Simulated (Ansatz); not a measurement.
InGaSbAs (Pmm2), relaxed with PBE (Ansatz, an electronic-structure program, plane waves, PAW): a = 4.358 Å, b = 4.391 Å, c = 6.231 Å, α = β = γ = 90.00°.

* **ΔH_f (eV/atom)**: -0.18

Problem. The same phase is relaxed and computed with PBEsol in the same code. What are the cell and these values now?

Solution. a = 4.283 Å, b = 4.320 Å, c = 6.129 Å, α = 90.00°, β = 90.00°, γ = 90.00°.

ΔH_f (eV/atom): -0.14

Typed or built starts, not in the databases checked: InGaSbAs, Pmm2 (In on 1a, As on 1b, Ga on 1d, Sb on 1c). All cells were relaxed under the symmetry of their starts (and spin orders); stability against distortions was not tested throughout. Spin–orbit coupling is left out wherever it is not named.

Potentials: the later of the program's two PAW sets.

Ansatz is a plane-wave DFT program.

Formation energies count from the lowest solids of the elements computed at the same level, not from gases.
